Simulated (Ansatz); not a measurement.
**Tl$_{2}$Cu$_{2}$GeTe: relaxed-ion elastic tensor**

Theory: Ansatz, DFT PBE, scalar-relativistic, plane waves, PAW. Settings: 420 eV plane-wave cutoff, Γ-centred 12×12×4 mesh, Gaussian smearing of 0.10 eV. No spin polarisation.

Relaxed structure:
```xyz
6
Lattice="4.3100 0.0000 0.0000 -2.1550 3.7326 0.0000 0.0000 0.0000 9.8012" Properties=species:S:1:pos:R:3 pbc="T T T"
Tl    2.1550    1.2442    7.8405
Tl    0.0000    2.4884    1.9606
Cu    2.1550    1.2442    5.0657
Cu    0.0000    2.4884    4.7355
Ge    0.0000    0.0000    4.9006
Te    0.0000    0.0000    0.0000
```

The structure comes from a proposed guess, relaxed at this level; another structure or a mixture of phases may lie lower. In a metal, frequencies and elastic constants depend on the k mesh and the smearing, soft modes and shear constants most. Spin–orbit coupling is left out, which matters for heavy elements.

Question: Give the relaxed-ion elastic constants (GPa, Voigt order xx yy zz yz xz xy, on the Cartesian axes of the cell above).

Answer:
C11 = 83.8, C12 = 36.9, C13 = 21.1, C14 = -0.9, C22 = 83.8, C23 = 21.1, C24 = 0.9, C33 = 50.9, C44 = 2.9, C55 = 2.9, C56 = -0.9, C66 = 23.5 GPa; the others vanish.

Question: Is the crystal stable against homogeneous strain?

Answer: Too close to call: the least eigenvalue is 2.8 GPa, within what the k mesh leaves open in a metal.
